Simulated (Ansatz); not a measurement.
CuIr₂S₄, a database entry at a rescaled volume

```xyz
14
Lattice="0.0000 4.9683 4.9683 4.9683 0.0000 4.9683 4.9683 4.9683 0.0000" Properties=species:S:1:pos:R:3 pbc="T T T"
Cu    0.0000    0.0000    0.0000
Cu    2.4841    2.4841    2.4841
Ir    6.2103    6.2103    6.2103
Ir    6.2103    3.7262    3.7262
Ir    3.7262    3.7262    6.2103
Ir    3.7262    6.2103    3.7262
S     3.8256    3.8256    3.8256
S     8.5951    6.3097    6.3097
S     6.1110    6.1110    3.8256
S     6.3097    8.5951    6.3097
S     3.8256    6.1110    6.1110
S     8.5951    8.5951    8.5951
S     6.1110    3.8256    6.1110
S     6.3097    6.3097    8.5951
```

The numbers come from plane-wave PAW DFT (Ansatz): r2SCAN, no spin polarisation, 500 eV, 6×6×6 Γ-centred k points, fermi-dirac occupations (width 0.1 eV). Nothing was relaxed.

Charges: Bader charges in e: Cu +0.59, Ir +0.64, S -0.47. In the mean Ir gives up most and S takes most.
Forces: The largest is on S11 (and as large on other atoms): 0.22 eV/Å, components (0.12, -0.12, -0.12). It makes 180° with the line to a nearest neighbour, Cu2 at 2.32 Å, pointing away from it.
Contacts: Cu–S at 2.32 Å: least valence density 0.48 e/Å³ and ELF 0.23 there. Ir–S at 2.39 Å: least valence density 0.65 e/Å³ and ELF 0.44 there. Both are smooth PAW fields, read partly inside the augmentation spheres.
Formation energy: -0.49 eV an atom against the elements' usual phases (free molecules for gases, crystals otherwise, with no correction for O₂ or N₂), so it is bound against them; other compounds may still compete. Relaxing would lower it.
Electronic structure: It is a metal, with about 9.1 states/eV a cell as the mean within 0.25 eV of the Fermi level, mostly S p (47 %), Ir d (37 %) and Cu d (13 %).
Stress: The pressure is -3.4 GPa (compression positive), so with the atoms held at these fractions the cell would first shrink.

Origin: a database entry at a rescaled volume. Caveats: many states at the Fermi level without spin polarisation, so a magnetic state may lie lower.
